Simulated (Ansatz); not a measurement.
A relaxation of cell and atoms of Ga4AsP3, ordered on the zincblende lattice (Pmm2) with 8 atoms a cell with the PAW code Ansatz, at the level PBE. It starts from a guessed cell.

input.yaml:
```yaml
crystal:
  lattice:
    - [3.7330631928, 0.0, 0.0]
    - [0.0, 7.4661263857, 0.0]
    - [0.0, 0.0, 5.2793485965]
  atoms:
    - { symbol: P, position: [0.0, 0.25, 0.0] }
    - { symbol: Ga, position: [0.5, 0.25, 0.75] }
    - { symbol: P, position: [0.5, 0.0, 0.5] }
    - { symbol: Ga, position: [0.0, 0.0, 0.25] }
    - { symbol: P, position: [0.0, 0.75, 0.0] }
    - { symbol: Ga, position: [0.5, 0.75, 0.75] }
    - { symbol: As, position: [0.5, 0.5, 0.5] }
    - { symbol: Ga, position: [0.0, 0.5, 0.25] }
kpoints:
  mp_grid: { grid: [6, 4, 4] }
hamiltonian:
  xc: pbe
scf:
  occupations: { method: fermi_dirac, width: 0.02 }
relax:
  f_tol: 0.005
  cell: {}
output:
  write_density: true
  write_potential: true
  elf: true
  volumetric_format: npy
```

Command: `ansatz run input.yaml --threads 4 --pin off --max-ram 6451MiB --backend cpu --events-out ev --progress --plain --runs-dir out`.

Task: What wall time did it need on 4 threads of Intel(R) Xeon(R) Processor @ 2.50GHz (Skylake/Cascade Lake) (shared host), load about 0.6 per core, and how much host memory at the peak?

Result: About 110 s, with a peak of 0.67 GiB.

The log, with set-up remarks and timings taken out:
```
Functional definition: PBE
Crystal: 8 atoms, lattice volume = 147.143 Å³
Basis set: ecut = 420 eV, 2881 PW (Γ)
Bands: 50, of which v1, the nominal top of the filled ones, is band 41 counted from 1 (40 counted from 0)
Symmetry: 4 space group operations
Space group: Pmm2 (ITA 25)
k-points: 36 of 96 (time reversal used)
SCF iter   1: HF=-22257.280265 eV  Δρ=1.37e-3  dr2=3.41e-3
SCF iter   2: HF=-22257.277222 eV  Δρ=7.79e-4  dr2=8.88e-4
SCF iter   3: HF=-22257.277305 eV  Δρ=2.06e-4  dr2=8.63e-5
SCF iter   4: HF=-22257.277294 eV  Δρ=8.93e-5  dr2=1.82e-5
SCF iter   5: HF=-22257.277305 eV  Δρ=5.01e-5  dr2=3.90e-6
SCF iter   6: HF=-22257.277310 eV  Δρ=1.41e-5  dr2=3.89e-7
SCF iter   7: HF=-22257.277311 eV  Δρ=4.80e-6  dr2=4.49e-8
SCF 1 converged in 7 iterations: F = -22257.277311 eV  dr2 = 4.49e-8
relax step 1: F+E_penalty+E_count = -22257.27731075 eV  max|allowed force component| = 1.069e0 eV/Å  Δτ_max = 0.0000 Å  P = +16.544 GPa  Ω = 147.143 Å³
SCF 2 converged in 7 iterations: F = -22258.372824 eV  dr2 = 6.91e-7
relax step 2: F+E_penalty+E_count = -22258.37282435 eV  max|allowed force component| = 1.480e-1 eV/Å  Δτ_max = 0.0641 Å  P = +3.980 GPa  Ω = 163.954 Å³
SCF 3 converged in 6 iterations: F = -22258.464849 eV  dr2 = 5.36e-7
relax step 3: F+E_penalty+E_count = -22258.46484917 eV  max|allowed force component| = 4.453e-2 eV/Å  Δτ_max = 0.0112 Å  P = +0.823 GPa  Ω = 170.195 Å³
SCF 4 converged in 5 iterations: F = -22258.469469 eV  dr2 = 3.68e-7
relax step 4: F+E_penalty+E_count = -22258.46946946 eV  max|allowed force component| = 1.008e-2 eV/Å  Δτ_max = 0.0057 Å  P = +0.056 GPa  Ω = 171.918 Å³
SCF 5 converged in 6 iterations: F = -22258.469493 eV  dr2 = 1.03e-9
relax step 5: F+E_penalty+E_count = -22258.46949349 eV  max|allowed force component| = 5.625e-3 eV/Å  Δτ_max = 0.0018 Å  P = -0.005 GPa  Ω = 172.062 Å³
SCF 6 converged in 5 iterations: F = -22258.469502 eV  dr2 = 2.30e-10
relax step 6: F+E_penalty+E_count = -22258.46950174 eV  max|allowed force component| = 1.044e-3 eV/Å  Δτ_max = 0.0005 Å  P = -0.001 GPa  Ω = 172.053 Å³
SCF 7 converged in 8 iterations: F = -22258.481286 eV  dr2 = 3.78e-11
relax step 7: F+E_penalty+E_count = -22258.48128596 eV  max|allowed force component| = 1.240e-3 eV/Å  Δτ_max = 0.0000 Å  P = +0.080 GPa  Ω = 172.053 Å³  (SCF on a basis re-selected at this cell)
SCF 8 converged in 5 iterations: F = -22258.481290 eV  dr2 = 2.96e-9
relax step 8: F+E_penalty+E_count = -22258.48129034 eV  max|allowed force component| = 7.439e-4 eV/Å  Δτ_max = 0.0002 Å  P = +0.000 GPa  Ω = 172.242 Å³
SCF 9 converged in 6 iterations: F = -22258.481326 eV  dr2 = 7.90e-12
relax step 9: F+E_penalty+E_count = -22258.48132577 eV  max|allowed force component| = 7.496e-4 eV/Å  Δτ_max = 0.0000 Å  P = +0.000 GPa  Ω = 172.242 Å³  (SCF on a basis re-selected at this cell)
SCF converged after 6 iterations
Free energy (F): -22258.481326 eV
Fermi energy:    7.594023 eV
--- Per-component energies (eV) ---
  E_band       = -519.160453
  E_kinetic    = 774.263953
  E_local      = -10992.066989
  E_nonlocal   = 1130.722105
  E_hartree    = 5248.964601
  E_xc         = -538.688270
  E_vxc        = -491.779312
  E_paw        = -11500.241189
  E_vpaw       = -1438.229233
  E_ewald      = -6381.435110
--- Forces (eV/Å), atoms counted from 1 ---
  atom   1  P       0.00000      0.00037      0.00014
  atom   2  Ga      0.00000    -0.00037      0.00034
  atom   3  P       0.00000      0.00000      0.00002
  atom   4  Ga      0.00000      0.00000    -0.00016
  atom   5  P       0.00000    -0.00037      0.00014
  atom   6  Ga      0.00000      0.00037      0.00034
  atom   7  As      0.00000      0.00000    -0.00007
  atom   8  Ga      0.00000      0.00000    -0.00075
--- Stress (GPa, compression-positive) ---
        0.001145       0.000000       0.000000
        0.000000       0.001251       0.000000
        0.000000       0.000000      -0.001325
  P = ⅓ Tr σ = 0.0004 GPa (0.004 kbar)
--- Relaxed structure (7 steps of the walk, 7 accepted, 2 SCFs on fresh bases) ---
  F+E_penalty+E_count = -22258.48132577 eV   max|allowed force component| = 7.496e-4 eV/Å
  cell:  # Å, volume = 172.2416 Å³
    - [3.936494, 0.000000, 0.000000]
    - [0.000000, 7.870344, 0.000000]
    - [0.000000, 0.000000, 5.559487]
  atoms:
    - { symbol: P, position: [0.000000, 0.246060, -0.000008] }
    - { symbol: Ga, position: [0.500000, 0.242949, 0.754553] }
    - { symbol: P, position: [0.500000, 0.000000, 0.499907] }
    - { symbol: Ga, position: [0.000000, 0.000000, 0.254126] }
    - { symbol: P, position: [0.000000, 0.753940, -0.000008] }
    - { symbol: Ga, position: [0.500000, 0.757051, 0.754553] }
    - { symbol: As, position: [0.500000, 0.500000, 0.500185] }
    - { symbol: Ga, position: [0.000000, 0.500000, 0.236692] }
```

Planar averages along the third cell vector, from rho_z.tsv and v_z.tsv (valence density with its augmentation; electrostatic potential energy of an electron, of which only differences have a meaning):
```csv
z (Å),ρ (e/Å³),v_es (eV)
0.00,0.219,1.23
0.42,0.238,2.96
0.69,0.259,4.41
1.11,0.718,4.65
1.39,1.152,4.60
1.81,0.368,4.80
2.22,0.288,4.53
2.50,0.495,4.21
2.92,0.632,4.13
3.20,0.368,4.39
3.61,0.273,4.74
4.03,0.940,4.63
4.31,1.059,4.59
4.73,0.298,4.67
5.00,0.245,3.81
5.42,0.222,1.45
```

In 7 steps the volume changed by +17.1 %; between the first SCF and the last, each on a basis chosen for its cell, the energy fell by 151 meV an atom. At the end: space group Pmm2 (No. 25), orthorhombic; a = 3.936 Å, b = 7.870 Å, c = 5.559 Å in the conventional setting, 21.53 Å³ an atom. P has 4 Ga at 2.39–2.40 Å; Ga has 3 P at 2.38–2.40 Å and 1 As at 2.47 Å; P has 4 Ga at 2.38–2.40 Å; Ga has 4 P at 2.40 Å; As has 4 Ga at 2.45–2.47 Å; Ga has 2 P at 2.39 Å and 2 As at 2.45 Å.

All values are calculated for a non-magnetic cell, which may be hypothetical.
